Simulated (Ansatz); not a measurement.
## Structure relaxation, Bi

The start is a generated cell, Bi placed in the trigonal-Se structure type. The structure is fully relaxed (lattice and positions, P = 0) with r2SCAN (plane waves to 500 eV, PAW, scalar-relativistic; Ansatz, a program for electronic structure). The first steps use a coarse 7×7×6 k-mesh.

The start:
```
Bi
1.0
    5.18296     0.00000     0.00000
   -2.59148     4.48858     0.00000
    0.00000     0.00000     5.88024
Bi
3
Direct
  0.22540   0.00000   0.83333
  0.00000   0.22540   0.16667
  0.77460   0.77460   0.50000
```

```yaml
largest_initial_force: 1.60 eV/Å, on Bi1, Bi2, Bi3 (atoms numbered as listed)
outcome: The space group goes from P3₁21 (No. 152) to Pm-3m (No. 221); the end is AFLOW prototype A_cP1_221_a (A_h), with 1 atom in the primitive cell
energy_released: 0.60 eV/atom
volume_change: -24.5 %, from 45.60 to 34.44 Å³/atom
band_gap_at_the_end: zero (metallic)
optimiser_moves: 12
```

It ends as:

Space group Pm-3m (No. 221); a = 3.254 Å, b = 3.254 Å, c = 3.254 Å, α = 90.00°, β = 90.00°, γ = 90.00°

| atom | site | symmetry | x | y | z |
|---|---|---|---|---|---|
| Bi | 1b | m-3m | 0.5000 | 0.5000 | 0.5000 |

Final values are on a 14×14×14 k-mesh of the relaxed cell. No spin polarisation in the result.

The run could not lose the symmetry of its start: the end is stationary, and may be a saddle point rather than a minimum.

The relaxed structure here is a generated cell of Bi: the first start was made by placing the elements on the sites of a structure type, and the end was not matched to a known phase here, so it may be hypothetical. Known forms of Bi include space group No. 166.
